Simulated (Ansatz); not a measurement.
LiCl (rock salt)

```xyz
2
Lattice="0.0000 2.5561 2.5561 2.5561 0.0000 2.5561 2.5561 2.5561 0.0000" Properties=species:S:1:pos:R:3 pbc="T T T"
Li     0.0000     0.0000     0.0000
Cl     2.5561     2.5561     2.5561
```

The slice is a {100} plane (indices of the conventional cell) through the point (0.000, 0.000, 0.000) (fractional), spanned by u = [100] and v = [0 1 -1] in vectors of this cell: u (3.61 Å) and v (3.61 Å, at 90° to u). It covers one period; positions are fractions (u, v).

All values below come from r2SCAN (plane waves to 500 eV, PAW, scalar-relativistic; Ansatz, a first-principles code). k mesh 11×11×11. These are valence fields of a PAW run, semicore shells included where kept as valence: close to a nucleus they are smooth pseudo fields. LiCl was relaxed with its symmetry unable to fall.

Question: Sketch the electrostatic potential energy of an electron, from the cell's mean on this plane as a map.

Answer: 
```
v \ u  0.00  0.14  0.29  0.43  0.57  0.71  0.86
-----  ----  ----  ----  ----  ----  ----  ----
0.96      x     x   2.1   5.3   5.3   2.1     x
0.86      x     x   3.1   4.6   4.6   3.1     x
0.75      x   2.0   2.6     x     x   2.6   2.0
0.64    4.3   4.2     x     x     x     x   4.2
0.54    5.6   4.6     x     x     x     x   4.6
0.43    5.3   4.6     x     x     x     x   4.6
0.32    3.3   3.8  -0.6     x     x  -0.6   3.8
0.21      x     x   3.1   1.3   1.3   3.1     x
0.11      x     x   2.7   5.1   5.1   2.7     x
0.00      x     x   2.0   5.3   5.3   2.0     x
```

Values: electrostatic potential energy of an electron, from the cell's mean, in eV. Points within 1 Å of a nucleus are blanked (x), as the pseudised field means little there. The zero, the cell's mean, hangs on the PAW cores.
